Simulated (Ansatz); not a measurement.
Re$_{2}$B:
```
CELL_PARAMETERS angstrom
      3.53825     0.00000     0.00000
      0.00000     3.53825     0.00000
      0.00000     0.00000     5.97496
ATOMIC_POSITIONS crystal
  Re 0.00000 0.00000 0.00000
  Re 0.50000 0.50000 0.00000
  Re 0.50000 0.00000 0.34929
  Re 0.00000 0.50000 0.65071
  B  0.50000 0.00000 0.71158
  B  0.00000 0.50000 0.28842
```

Relaxed with PBE. Special points in fractions of this cell's reciprocal vectors: Γ (0.000, 0.000, 0.000); X (0.000, 0.500, 0.000); M (0.500, 0.500, 0.000); Z (0.000, 0.000, 0.500); R (0.000, 0.500, 0.500); A (0.500, 0.500, 0.500).

Question: List the band energies nearest the Fermi level at these points for PBE with spin–orbit coupling (plane waves, PAW; program Ansatz).

Answer: In eV from the Fermi level; about four levels below and three above (degenerate sets whole), none deeper than 8.9 eV; points with the same levels are listed once.

| k | below | above |
|---|---|---|
| Γ | -0.76 -0.76 -0.27 -0.27 | 0.16 0.16 1.67 1.67 |
| X | -0.33 -0.33 -0.33 -0.33 | 0.32 0.32 0.32 0.32 |
| M | -0.03 -0.03 -0.03 -0.03 | 0.20 0.20 0.20 0.20 |
| Z | -0.06 -0.06 -0.04 -0.04 | 0.17 0.17 0.60 0.60 |
| R | -0.70 -0.70 -0.70 -0.70 | 0.53 0.53 0.53 0.53 |
| A | -0.27 -0.27 -0.27 -0.27 | 0.06 0.06 0.06 0.06 |

Space group P4/nmm. The cell is a constructed one: a structure type filled with these elements; neither database checked (COD, Materials Project) lists it. Whether it is the stable phase at ambient conditions was not checked. The PBE relaxation kept the symmetry of its start; its stability against distortions is not shown here. No spin polarisation was allowed.

Potentials: the earlier of the program's two PAW sets.
